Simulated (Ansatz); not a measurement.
Input, command and steps of an Ansatz relaxation.

```yaml
crystal:
  lattice:
    - [9.8968038974, 0.0, 0.0]
    - [0.0, 3.4600894852, 0.0]
    - [0.0, 0.0, 4.0762698045]
  atoms:
    - { symbol: Na, position: [0.121, 0.25, 0.106] }
    - { symbol: Na, position: [0.879, 0.75, 0.894] }
    - { symbol: Na, position: [0.379, 0.75, 0.606] }
    - { symbol: Na, position: [0.621, 0.25, 0.394] }
    - { symbol: Rh, position: [0.852, 0.25, 0.503] }
    - { symbol: Rh, position: [0.148, 0.75, 0.497] }
    - { symbol: Rh, position: [0.648, 0.75, 0.003] }
    - { symbol: Rh, position: [0.352, 0.25, 0.997] }
basis:
  ecutwfc: 420
kpoints:
  mp_grid: { grid: [2, 6, 4] }
hamiltonian:
  xc: pbe
scf:
  occupations: { method: gaussian, width: 0.1 }
  lower_state_search: "off"
output:
  forces: true
  stress: true
  eigenvalues: true
relax:
  adjacent_minimum: "off"
  f_tol: 0.04
  max_steps: 70
  cell: { stress_tol: 0.4 }
```

```bash
ansatz run input.yaml --threads 1 --pin off --max-ram 2560MiB --backend cpu --events-out ev --progress --plain --runs-dir out
```

The calculation used Ansatz 0.2.0, DFT PBE, scalar-relativistic, plane waves, PAW.

Of 18 frames 10 are shown, positions in Å and forces in eV/Å; the SCF threshold varies from step to step. Steps run on the plane waves of an earlier cell, with a Pulay correction in the pressure. The basis is chosen afresh for the last frame, the zero of the energies, and at times for earlier ones too; energy and pressure step there, also at an unchanged geometry. Here that happened at step 14 (-27 meV/atom, 2.3 GPa); the frames before carry an error of that size. The mark taken_back stands on steps that the optimiser undid.

```xyz
8
Lattice="9.8968 0.0000 0.0000 0.0000 3.4601 0.0000 0.0000 0.0000 4.0763" Properties=species:S:1:pos:R:3:forces:R:3 pbc="T T T" step=1 free_energy_over_end_meV_per_atom=998.94 pressure_GPa=10.52
Na    1.1975    0.8650    0.4321   -2.3748    0.0000   -2.1309
Na    8.6993    2.5951    3.6442    2.3748    0.0000    2.1309
Na    3.7509    2.5951    2.4702    2.3748    0.0000   -2.1309
Na    6.1459    0.8650    1.6060   -2.3748    0.0000    2.1309
Rh    8.4321    0.8650    2.0504    1.5554    0.0000   -2.1542
Rh    1.4647    2.5951    2.0259   -1.5554    0.0000    2.1542
Rh    6.4131    2.5951    0.0122   -1.5554    0.0000   -2.1542
Rh    3.4837    0.8650    4.0640    1.5554    0.0000    2.1542
8
Lattice="9.2948 0.0000 0.0000 0.0000 3.2774 0.0000 0.0000 0.0000 4.2629" Properties=species:S:1:pos:R:3:forces:R:3 pbc="T T T" step=3 free_energy_over_end_meV_per_atom=466.78 pressure_GPa=7.49
Na    0.9575    0.8193    0.2336    0.3853    0.0000   -0.5793
Na    8.3373    2.4580    4.0292   -0.3853    0.0000    0.5793
Na    3.6899    2.4580    2.3651   -0.3853    0.0000   -0.5793
Na    5.6049    0.8193    1.8978    0.3853    0.0000    0.5793
Rh    8.1796    0.8193    1.9775    1.0090    0.0000    0.0727
Rh    1.1151    2.4580    2.2854   -1.0090    0.0000   -0.0727
Rh    5.7625    2.4580   -0.1540   -1.0090    0.0000    0.0727
Rh    3.5322    0.8193    4.4168    1.0090    0.0000   -0.0727
8
Lattice="9.6435 0.0000 0.0000 0.0000 3.1678 0.0000 0.0000 0.0000 4.6623" Properties=species:S:1:pos:R:3:forces:R:3 pbc="T T T" step=5 free_energy_over_end_meV_per_atom=201.62 pressure_GPa=3.40
Na    1.1017    0.7920    0.1450    0.4789    0.0000   -0.1211
Na    8.5419    2.3759    4.5173   -0.4789    0.0000    0.1211
Na    3.7201    2.3759    2.4761   -0.4789    0.0000   -0.1211
Na    5.9234    0.7920    2.1862    0.4789    0.0000    0.1211
Rh    8.6686    0.7920    2.2062    0.1317    0.0000    0.0823
Rh    0.9750    2.3759    2.4562   -0.1317    0.0000   -0.0823
Rh    5.7967    2.3759   -0.1250   -0.1317    0.0000    0.0823
Rh    3.8468    0.7920    4.7873    0.1317    0.0000   -0.0823
8
Lattice="10.4540 0.0000 0.0000 0.0000 2.8805 0.0000 0.0000 0.0000 4.9390" Properties=species:S:1:pos:R:3:forces:R:3 pbc="T T T" step=7 free_energy_over_end_meV_per_atom=66.60 pressure_GPa=0.31
Na    1.3349    0.7201    0.1398    0.2811    0.0000    0.0682
Na    9.1191    2.1604    4.7992   -0.2811    0.0000   -0.0682
Na    3.8921    2.1604    2.6093   -0.2811    0.0000    0.0682
Na    6.5619    0.7201    2.3297    0.2811    0.0000   -0.0682
Rh    9.4540    0.7201    2.3243   -0.0604    0.0000    0.0461
Rh    1.0000    2.1604    2.6147    0.0604    0.0000   -0.0461
Rh    6.2270    2.1604   -0.1452    0.0604    0.0000    0.0461
Rh    4.2270    0.7201    5.0842   -0.0604    0.0000   -0.0461
8
Lattice="11.1177 0.0000 0.0000 0.0000 2.7771 0.0000 0.0000 0.0000 4.8525" Properties=species:S:1:pos:R:3:forces:R:3 pbc="T T T" step=9 free_energy_over_end_meV_per_atom=54.06 pressure_GPa=1.30 taken_back
Na    1.6272    0.6943    0.2043   -0.0957    0.0000    0.0232
Na    9.4905    2.0828    4.6482    0.0957    0.0000   -0.0232
Na    3.9316    2.0828    2.6305    0.0957    0.0000    0.0232
Na    7.1861    0.6943    2.2220   -0.0957    0.0000   -0.0232
Rh   10.1067    0.6943    2.2294    0.1297    0.0000    0.0401
Rh    1.0110    2.0828    2.6231   -0.1297    0.0000   -0.0401
Rh    6.5699    2.0828   -0.1968   -0.1297    0.0000    0.0401
Rh    4.5478    0.6943    5.0493    0.1297    0.0000   -0.0401
8
Lattice="10.9222 0.0000 0.0000 0.0000 2.7741 0.0000 0.0000 0.0000 4.9704" Properties=species:S:1:pos:R:3:forces:R:3 pbc="T T T" step=10 free_energy_over_end_meV_per_atom=48.34 pressure_GPa=0.97
Na    1.5418    0.6935    0.2108    0.0058    0.0000    0.0024
Na    9.3804    2.0806    4.7595   -0.0058    0.0000   -0.0024
Na    3.9193    2.0806    2.6960   -0.0058    0.0000    0.0024
Na    7.0029    0.6935    2.2743    0.0058    0.0000   -0.0024
Rh    9.9330    0.6935    2.2887   -0.4112    0.0000   -0.1047
Rh    0.9893    2.0806    2.6817    0.4112    0.0000    0.1047
Rh    6.4504    2.0806   -0.1965    0.4112    0.0000   -0.1047
Rh    4.4719    0.6935    5.1669   -0.4112    0.0000    0.1047
8
Lattice="10.9032 0.0000 0.0000 0.0000 2.7945 0.0000 0.0000 0.0000 4.9568" Properties=species:S:1:pos:R:3:forces:R:3 pbc="T T T" step=12 free_energy_over_end_meV_per_atom=46.02 pressure_GPa=0.13
Na    1.5341    0.6986    0.2342   -0.0044    0.0000   -0.0111
Na    9.3691    2.0959    4.7226    0.0044    0.0000    0.0111
Na    3.9175    2.0959    2.7126    0.0044    0.0000   -0.0111
Na    6.9858    0.6986    2.2442   -0.0044    0.0000    0.0111
Rh    9.9058    0.6986    2.2620   -0.0562    0.0000   -0.0393
Rh    0.9974    2.0959    2.6947    0.0562    0.0000    0.0393
Rh    6.4490    2.0959   -0.2163    0.0562    0.0000   -0.0393
Rh    4.4542    0.6986    5.1731   -0.0562    0.0000    0.0393
8
Lattice="10.8825 0.0000 0.0000 0.0000 2.7862 0.0000 0.0000 0.0000 4.9674" Properties=species:S:1:pos:R:3:forces:R:3 pbc="T T T" step=14 free_energy_over_end_meV_per_atom=18.50 pressure_GPa=2.33
Na    1.5279    0.6966    0.2662    0.0032    0.0000    0.0001
Na    9.3546    2.0897    4.7012   -0.0032    0.0000   -0.0001
Na    3.9133    2.0897    2.7499   -0.0032    0.0000    0.0001
Na    6.9692    0.6966    2.2175    0.0032    0.0000   -0.0001
Rh    9.8878    0.6966    2.2335   -0.0008    0.0000    0.0005
Rh    0.9947    2.0897    2.7339    0.0008    0.0000   -0.0005
Rh    6.4359    2.0897   -0.2502    0.0008    0.0000    0.0005
Rh    4.4466    0.6966    5.2176   -0.0008    0.0000   -0.0005
8
Lattice="10.8985 0.0000 0.0000 0.0000 2.7456 0.0000 0.0000 0.0000 5.2685" Properties=species:S:1:pos:R:3:forces:R:3 pbc="T T T" step=16 free_energy_over_end_meV_per_atom=0.28 pressure_GPa=0.23
Na    1.5249    0.6864    0.3892    0.0097    0.0000   -0.0035
Na    9.3736    2.0592    4.8793   -0.0097    0.0000    0.0035
Na    3.9244    2.0592    3.0234   -0.0097    0.0000   -0.0035
Na    6.9741    0.6864    2.2451    0.0097    0.0000    0.0035
Rh    9.9278    0.6864    2.2770   -0.0598    0.0000   -0.0164
Rh    0.9707    2.0592    2.9915    0.0598    0.0000    0.0164
Rh    6.4199    2.0592   -0.3573    0.0598    0.0000   -0.0164
Rh    4.4786    0.6864    5.6258   -0.0598    0.0000    0.0164
8
Lattice="10.9271 0.0000 0.0000 0.0000 2.7495 0.0000 0.0000 0.0000 5.2711" Properties=species:S:1:pos:R:3:forces:R:3 pbc="T T T" step=18 free_energy_over_end_meV_per_atom=0.00 pressure_GPa=-0.16
Na    1.5306    0.6874    0.3772    0.0003    0.0000    0.0034
Na    9.3964    2.0621    4.8939   -0.0003    0.0000   -0.0034
Na    3.9329    2.0621    3.0128   -0.0003    0.0000    0.0034
Na    6.9942    0.6874    2.2583    0.0003    0.0000   -0.0034
Rh    9.9487    0.6874    2.2890    0.0370    0.0000    0.0077
Rh    0.9783    2.0621    2.9821   -0.0370    0.0000   -0.0077
Rh    6.4419    2.0621   -0.3466   -0.0370    0.0000    0.0077
Rh    4.4852    0.6874    5.6177    0.0370    0.0000   -0.0077
```

The start puts this composition into another compound's structure type, which needn't suit it. At the end the space group is Pnma (tolerance 0.05 Å).

The run took 3.4 min on 1 thread of Intel(R) Xeon(R) Platinum 8488C (Sapphire Rapids) (shared host), peak memory 0.53 GiB.

The k mesh is coarse.